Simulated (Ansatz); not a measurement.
CoPdO$_{2}$ in space group R-3m (No. 166; Co on 3b, Pd on 3a, O on 6c) under volume change, the program Ansatz at the PBE level (PAW), shape and atoms relaxed at each volume.

```json
[
 {"V (Å³/atom)": "9.596", "E − E(relaxed) (meV/atom)": "62.4", "P (GPa)": "23.02"},
 {"V (Å³/atom)": "9.913", "E − E(relaxed) (meV/atom)": "___", "P (GPa)": "___"},
 {"V (Å³/atom)": "10.229", "E − E(relaxed) (meV/atom)": "6.2", "P (GPa)": "6.42"},
 {"V (Å³/atom)": "10.545", "E − E(relaxed) (meV/atom)": "0.0", "P (GPa)": "0.00"},
 {"V (Å³/atom)": "10.862", "E − E(relaxed) (meV/atom)": "___", "P (GPa)": "___"},
 {"V (Å³/atom)": "11.178", "E − E(relaxed) (meV/atom)": "20.8", "P (GPa)": "-9.99"},
 {"V (Å³/atom)": "11.494", "E − E(relaxed) (meV/atom)": "44.4", "P (GPa)": "-13.81"}
]
```

**Question.** Complete the blanks.

**Answer.** 
- 9.913, E − E(relaxed) (meV/atom): 26.1
- 9.913, P (GPa): 14.02
- 10.862, E − E(relaxed) (meV/atom): 5.5
- 10.862, P (GPa): -5.42

**Question.** What does a third-order Birch–Murnaghan fit give for V₀, B₀ and B′?

**Answer.** V₀ = 10.55 Å³/atom, B₀ = 196 GPa, B′ = 4.7.

Symmetry was held in the PBE relaxation. The workflow began spin-polarised and lost its moments. No Hubbard U is applied.

Potentials: the earlier of the program's two PAW sets.
